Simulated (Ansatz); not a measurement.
Relaxed-ion elastic tensor of Al$_{2}$O$_{3}$ (corundum, R-3c) in GPa (Voigt order), plane-wave PAW PBEsol (Ansatz code); density 3.95 g/cm³, 8.56 Å³ per atom.

```
  466    156    117   18.5    0.0    0.0
  156    466    117  -18.5    0.0    0.0
  117    117    466    0.0    0.0    0.0
 18.5  -18.5    0.0    141    0.0    0.0
  0.0    0.0    0.0    0.0    141   18.5
  0.0    0.0    0.0    0.0   18.5    155
```

Task: Is the crystal mechanically stable?

Result: Yes: the smallest eigenvalue of C is 129 GPa.

Task: Work out the Voigt, Reuss and Hill averages.

Result: K_V = 242, K_R = 242, K_H = 242; G_V = 155, G_R = 152, G_H = 153 GPa.

Task: Give Young's modulus, Poisson's ratio, Pugh's ratio and the universal anisotropy index.

Result: E = 9KG/(3K + G) = 379 GPa; ν = 0.24; K/G = 1.58 (brittle by the Pugh limit of 1.75); A_U = 5G_V/G_R + K_V/K_R − 6 = 0.11.

Task: Estimate the sound speeds and the Debye temperature.

Result: v_l = √((K + 4G/3)/ρ) = 10600 m/s, v_t = √(G/ρ) = 6220 m/s, mean 6900 m/s; Θ = (h/k)(3n/4πV)^(1/3) v_m = 1000 K.

Task: How much does each axis shrink under pressure?

Result: Linear compressibilities β_i = Σ_j S_ij (j = 1 to 3): x 1.3, y 1.3, z 1.5 per TPa.

Symmetry was held in the PBEsol relaxation.

Potentials: the later of the program's two PAW sets.
